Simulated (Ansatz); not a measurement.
AlCu (space group C2/m)

```
CELL_PARAMETERS angstrom
      5.90996    -2.00618     0.00000
      5.90996     2.00618     0.00000
     -3.86862     0.00000     5.55959
ATOMIC_POSITIONS crystal
  Cu 0.00000 0.00000 0.00000
  Cu 0.25816 0.25816 0.23991
  Cu 0.74184 0.74184 0.76009
  Cu 0.10948 0.10948 0.77284
  Cu 0.89052 0.89052 0.22716
  Al 0.50000 0.50000 0.50000
  Al 0.15490 0.15490 0.45942
  Al 0.84510 0.84510 0.54058
  Al 0.37704 0.37704 0.99452
  Al 0.62296 0.62296 0.00548
```

The atoms are displaced by Q × the pattern below (from a DFPT mode at Γ, largest move 1; Q in Å), at fixed cell.

| atom | x | y | z |
|---|---|---|---|
| Cu2 | 0.000 | -0.168 | 0.000 |
| Cu3 | 0.000 | 0.168 | 0.000 |
| Cu4 | 0.000 | -0.162 | 0.000 |
| Cu5 | 0.000 | 0.162 | 0.000 |
| Al7 | 0.000 | -0.068 | 0.000 |
| Al8 | 0.000 | 0.068 | 0.000 |
| Al9 | 0.000 | -1.000 | 0.000 |
| Al10 | 0.000 | 1.000 | 0.000 |

Atoms not listed stay in place.

The numbers are results of LDA (plane waves to 420 eV, PAW, scalar-relativistic; Ansatz, a first-principles code), not measurements. k mesh 12×12×8 (Γ-centred), Fermi-Dirac smearing 0.05 eV. The energy includes the smearing's −TS. With partly filled bands, energies and forces of such displacements shift with the k mesh and the smearing. AlCu is run without spin polarisation. AlCu was relaxed with its symmetry unable to fall. ΔE is measured from the undisplaced structure. The last digit holds for this mesh only.

```tsv
Q (Å)	ΔE (meV/cell)
-0.180	453.7
-0.150	313.0
-0.120	withheld
-0.090	111.6
-0.060	49.5
-0.030	12.3
0.000	0.0
0.030	12.3
0.060	49.5
0.090	111.6
0.120	withheld
0.150	313.0
0.180	453.7
```

Q: Fit an even polynomial form (powers 2, 4) to the given rows and predict ΔE at Q = -0.120.

A: Least squares on the 11 given rows: ΔE = (13700)·Q² + (9230)·Q⁴, in meV/cell with Q in Å; root-mean-square residual 0.07 meV/cell. At -0.120 the fit gives 199.2 meV/cell; the calculation gives 199.3 meV/cell, so the interpolation is off by -0.1 (-0.1 %). The quadratic term alone would give 197.3 meV/cell.

(For displaced atoms, the force is minus the slope of the energy, and its curvature is a force constant, which sets phonon frequencies.)
